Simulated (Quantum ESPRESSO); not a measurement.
## Convergence of NMR parameters in KBr

```
KBr
1.0
    0.00000     3.29454     3.29454
    3.29454     0.00000     3.29454
    3.29454     3.29454     0.00000
K Br
1 1
Direct
  0.00000   0.00000   0.00000
  0.50000   0.50000   0.50000
```
Geometry: a computed entry of the Materials Project; it was not checked against measured cells. It is KBr in Fm-3m. Stability against distortions was not tested.

Method: σ by PBE GIPAW on JTH datasets (Quantum ESPRESSO, modified build). The cutoff rises from row to row, with the meshes as listed. Costs are rough, from a shared machine. These are absolute shieldings with no macroscopic susceptibility term; δ = σ_ref − σ needs a reference computed alike. No spin–orbit coupling; Br is the heaviest element present. No d partial waves on Br: the paramagnetic term there is incompletely reconstructed.

```csv
setting,cutoff (Ha),k-mesh
A,10,3×3×3 shifted
B,20,4×4×4 shifted
C,30,6×6×6 shifted
```

From which setting on does σ_iso K (ppm) stay within 5 of the tightest run?

From B on. Differences from the tightest run: A 30.9, B 0.2.

```csv
setting,cutoff (Ha),k-mesh,σ_iso K (ppm),σ_iso Br (ppm),f-sum rule missed by (%),rough cost ratio
A,10,3×3×3 shifted,1172.5,2654.4,0.10,about 1
B,20,4×4×4 shifted,1141.8,2644.4,0.00,4
C,30,6×6×6 shifted,1141.6,2643.4,0.00,20
```
